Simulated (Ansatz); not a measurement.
## ZnO (wurtzite), frozen-phonon scan

Starting cell, ZnO (wurtzite):

```xyz
4
Lattice="3.2796 0.0000 0.0000 -1.6398 2.8402 0.0000 0.0000 0.0000 5.2933" Properties=species:S:1:pos:R:3 pbc="T T T"
Zn     1.6398     0.9467     0.0114
Zn     0.0000     1.8935     2.6580
O      1.6398     0.9467     3.2980
O      0.0000     1.8935     0.6513
```

The atoms are displaced by Q × the pattern below (from a DFPT mode at Γ, largest move 1; Q in Å), at fixed cell. It is one choice among 2 degenerate patterns.

| atom | x | y | z |
|---|---|---|---|
| Zn1 | 0.000 | -0.245 | 0.000 |
| Zn2 | 0.000 | -0.245 | 0.000 |
| O3 | 0.000 | 1.000 | 0.000 |
| O4 | 0.000 | 1.000 | 0.000 |

These are PBE (plane waves to 420 eV, PAW, scalar-relativistic; Ansatz, an electronic-structure program) values and carry that method's errors. k mesh 12×12×6 (Γ-centred), Fermi-Dirac smearing 0.05 eV. Energies are smeared free energies. Compression counts positive. ZnO was relaxed with its symmetry unable to fall. ΔE is measured from the undisplaced structure.

| Q (Å) | ΔE (eV/cell) | −dE/dQ from forces (eV/Å) | P (GPa) |
|---|---|---|---|
| -0.280 | 0.922 | 7.807 | 9.4 |
| -0.233 | 0.604 | 5.863 | 6.3 |
| -0.187 | 0.369 | 4.289 | 3.9 |
| -0.140 | 0.200 | 2.992 | 2.2 |
| -0.093 | 0.086 | 1.890 | 0.9 |
| -0.047 | 0.021 | 0.915 | 0.2 |
| 0.000 | 0.000 | 0.000 | 0.0 |
| 0.047 | 0.021 | -0.915 | 0.2 |
| 0.093 | 0.086 | -1.890 | 0.9 |
| 0.140 | 0.200 | -2.992 | 2.2 |
| 0.187 | 0.369 | -4.289 | 3.9 |
| 0.233 | 0.604 | -5.863 | 6.3 |
| 0.280 | 0.922 | -7.807 | 9.4 |

Key numbers:

| Item | Result |
|---|---|
| Energy at Q = 0.280 Å | 922 meV/cell |
| Space group of the distorted cell | Cm (No. 8), lowered from P6_3mc |
| Symmetry of the curve | even: the same for both signs |
| Shape of the curve | a single well with its minimum at or next to zero displacement |
| Harmonic wavenumber from the curvature (finite differences) | 364 cm⁻¹ |
| Wavenumber by perturbation theory (DFPT, on another k mesh) | 364 cm⁻¹ |

(For displaced atoms, the force is minus the slope of the energy, and its curvature is a force constant, which sets phonon frequencies.)
